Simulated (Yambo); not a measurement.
Space group F-43m (No. 216); a = 5.6524 Å, b = 5.6524 Å, c = 5.6524 Å, α = 90.00°, β = 90.00°, γ = 90.00°

```csv
atom,site,symmetry,x,y,z
Mg,4a,-43m,0.0000,0.0000,0.0000
S,4d,-43m,0.7500,0.7500,0.7500
```
(The calculation used a cell of 2 atoms; values per cell refer to that cell.)

MgS (zinc blende, space group F-43m, No. 216) under isotropic strain (on all lattice vectors), counted from the cell relaxed with PBEsol, atoms relaxed at each step. norm-conserving PBEsol (Quantum ESPRESSO, 84 Ry, without SOC); G0W0 in Yambo (4×4×4 Γ-centred k mesh, bands 5 to 100 and a 10 Ry block in the screening, 100 bands in G with the Bruneval-Gonze terminator, plasmon pole fitted at 27.2 eV).

Unstrained, the direct gap at Γ is 3.31 eV in PBEsol and 5.20 eV in G0W0.

Question: How fast does it move with strain?

Answer: Between -0.7 % and +1 % the direct gap at Γ has a volume deformation potential dE/dlnV of -5.4 eV in G0W0 and -4.8 eV in PBEsol. (G0W0: 5.305 eV at -0.7 %, 5.027 eV at +1 %; Δ ln V = 3 ln(1.01/0.993) = 0.0509.) Convergence of the GW settings isn't established. 

This is not the ordinary phase of the substance; no match was found in the copy of COD used, and its stability was not checked.
